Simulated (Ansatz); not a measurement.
Fields on a plane of ZrO2 (baddeleyite type, space group P2_1/c)

```
ZrO2
1.0
    5.15426     0.00000     0.00000
    0.00000     5.22574     0.00000
   -0.87172     0.00000     5.25957
Zr O
4 8
Direct
  0.27613   0.04213   0.20973
  0.72387   0.54213   0.29027
  0.72387   0.95787   0.79027
  0.27613   0.45787   0.70973
  0.06882   0.33282   0.34470
  0.93118   0.83282   0.15530
  0.93118   0.66718   0.65530
  0.06882   0.16718   0.84470
  0.44966   0.75727   0.47782
  0.55034   0.25727   0.02218
  0.55034   0.24273   0.52218
  0.44966   0.74273   0.97782
```

The slice is a (001) plane (indices of the conventional cell) through the point (0.931, 0.833, 0.155) (fractional), spanned by u = [100] and v = [010] in vectors of this cell: u (5.15 Å) and v (5.23 Å, at 90° to u). It covers one period; positions are fractions (u, v).

Atoms on it: O at (0.00, 0.00). Other atoms lie within 1 Å of the plane.

All values below come from r2SCAN (plane waves to 500 eV, PAW, scalar-relativistic; Ansatz, a first-principles code). k mesh 5×5×5. Near the nuclei the fields are pseudised (PAW); where an atom keeps semicore shells as valence, they peak there. ZrO2 is run without spin polarisation. ZrO2 was relaxed with its symmetry unable to fall.

```tsv
v \ u	0.00	0.12	0.25	0.38	0.50	0.62	0.75	0.88
0.88	0.2	-0.4	-1.2	-1.0	-0.4	-0.4	-0.5	-0.2
0.75	-0.8	-1.2	-1.6	-1.4	-0.9	-0.3	0.3	-0.1
0.62	-0.9	-0.9	-1.2	-1.5	-1.1	-0.5	0.1	-0.3
0.50	-0.7	-0.5	-0.8	-1.1	-0.6	-0.1	-0.3	-0.9
0.38	-1.0	-0.7	-0.3	-0.1	-0.4	0.0	-0.4	-1.1
0.25	-1.0	-0.6	0.5	0.6	-0.1	-0.7	-1.0	-1.2
0.12	0.2	-0.2	0.4	0.5	-0.3	-1.1	-1.1	-0.4
0.00	0.9	0.2	-0.6	-0.6	-0.5	-0.7	-0.8	0.2
```

Values: log₁₀ of the valence density in e/Å³. The scale is logarithmic, as a density can span decades between atoms and voids.

```tsv
v \ u	0.00	0.12	0.25	0.38	0.50	0.62	0.75	0.88
0.92	0.008	0.005	0.009	0.009	0.002	0.008	0.014	0.003
0.83	0.005	0.001	0.002	0.002	0.001	0.006	0.021	0.009
0.75	0.014	0.002	0.002	0.004	0.008	0.011	0.025	0.060
0.67	0.016	0.002	0.003	0.007	0.013	0.019	0.025	0.070
0.58	0.008	0.002	0.004	0.011	0.011	0.007	0.013	0.020
0.50	0.002	0.000	0.008	0.020	0.007	0.004	0.010	0.006
0.42	0.001	0.002	0.018	0.043	0.006	0.004	0.003	0.001
0.33	0.002	0.015	0.030	0.054	0.004	0.004	0.000	0.001
0.25	0.004	0.037	0.063	0.031	0.040	0.007	0.001	0.001
0.17	0.005	0.019	0.026	0.011	0.058	0.012	0.002	0.002
0.08	0.016	0.001	0.045	0.047	0.013	0.009	0.004	0.006
0.00	0.003	0.007	0.029	0.035	0.006	0.007	0.006	0.005
```

Values: density of the lowest conduction band (whole band as if filled, smooth part) in e/Å³.
